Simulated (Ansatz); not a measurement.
A: Al2O3 (corundum), a = 4.7732 Å, b = 4.7732 Å, c = 13.0134 Å, α = 90.00°, β = 90.00°, γ = 120.00°
B: SiO2 (alpha-cristobalite type, space group P4_12_12), a = b = 5.0289 Å, c = 7.0108 Å, α = β = γ = 90.00°
C: LiTaO$_{3}$ (LiNbO3 type, space group R3c), a = b = 5.139 Å, c = 13.765 Å, α = β = 90.00°, γ = 120.00°

Scan: energy against volume (even scaling of the relaxed cell, symmetry kept). One method and one kind of scan serve all of them; meshes and ranges differ. All were relaxed with their symmetry unable to fall. LiTaO3 is run without spin polarisation. Spin-orbit coupling is left out. The PAW data are Ansatz's earlier set.

Put the candidates in order of bulk modulus at fixed cell shape (fitted), highest first, for PBEsol (plane waves to 420 eV, PAW, scalar-relativistic; Ansatz, a quantum-chemistry and plane-wave program).

A (242 GPa), C (125 GPa), B (14.2 GPa)

(A scan under strain: stresses follow from slopes of the energy per volume, elastic moduli from its curvatures.)
